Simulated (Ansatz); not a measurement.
A plane-wave DFT run in Ansatz 0.2.0 (scalar-relativistic PAW potentials unless the input names others): input and command.

```yaml
crystal:
  lattice:
    - [0.0, 2.0431, 2.0431]
    - [2.002238, 0.0, 2.0431]
    - [2.002238, 2.0431, 0.0]
  atoms:
    - { symbol: Ag, position: [0.0, 0.0, 0.0] }
basis:
  ecutwfc: 420
kpoints:
  mp_grid: { grid: [20, 20, 20] }
hamiltonian:
  XC: pbesol
scf:
  occupations: { method: gaussian, width: 0.15 }
  max_iter: 80
output:
  forces: true
  eigenvalues: true
  stress: true
```

```bash
ansatz run input.yaml --threads 1 --pin off --max-ram 2560MiB --backend cpu --events-out ev --progress --plain --runs-dir out
```

Problem. Will this input run?

Solution. The program refuses it, because of a misspelt key (the key hamiltonian.xc typed as XC). With the key spelt rightly it is accepted.

Abridged log:
```
Error: YAML parse error: error: line 13 column 3: unknown field `XC`, expected one of xc, dispersion, noncollinear_xc, pseudopotentials, hubbard, deformation_potential_offset, integrals
  --> <input>:13:3
   |
11 |   mp_grid: { grid: [20, 20, 20] }
12 | hamiltonian:
13 |   XC: pbesol
   |   ^ unknown field `XC`, expected one of xc, dispersion, noncollinear_xc, pseudopotentials, hubbard, deformation_potential_offset, integrals
14 | scf:
15 |   occupations: { method: gaussian, width: 0.15 }
   |
```